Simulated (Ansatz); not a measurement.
Bi₂KTe₃ in space group P-3m1 (No. 164; Te on 2d, Bi on 2d, Te on 1a, K on 1b) at seven volumes, PBE+D3(BJ) (plane waves, PAW; program Ansatz), shape and atoms relaxed at each. One row is withheld.

```json
[
 {"V (Å³/atom)": "32.121", "P (GPa)": "3.49"},
 {"V (Å³/atom)": "33.180", "P (GPa)": "2.15"},
 {"V (Å³/atom)": "34.239", "P (GPa)": "1.00"},
 {"V (Å³/atom)": "35.298", "P (GPa)": "0.00"},
 {"V (Å³/atom)": "36.356", "P (GPa)": "?"},
 {"V (Å³/atom)": "37.415", "P (GPa)": "-1.53"},
 {"V (Å³/atom)": "38.474", "P (GPa)": "-2.11"}
]
```

### Question
Fit the shown pressures and predict the withheld one.

### Answer
P = (3/2)B₀(x^(7/2) − x^(5/2))[1 + (3/4)(B′ − 4)(x − 1)] with x = (V₀/V)^(2/3). Least squares on the six rows gives V₀ = 35.313 Å³/atom, B₀ = 29.9 GPa, B′ = 4.44. At V = 36.356, x = 0.9808 and P = -0.82 GPa. The run itself gave -0.84 GPa.

A made-up cell: these elements were put on the sites of a structure type; neither database checked (COD, Materials Project) lists it. Its standing as an ambient phase is unchecked. The PBE+D3(BJ) relaxation kept the symmetry of its start; of distortions, only those at the zone centre were tested. Scalar-relativistic: spin–orbit coupling is off unless named, which matters more the heavier the elements.

Potentials: the later of the program's two PAW sets.
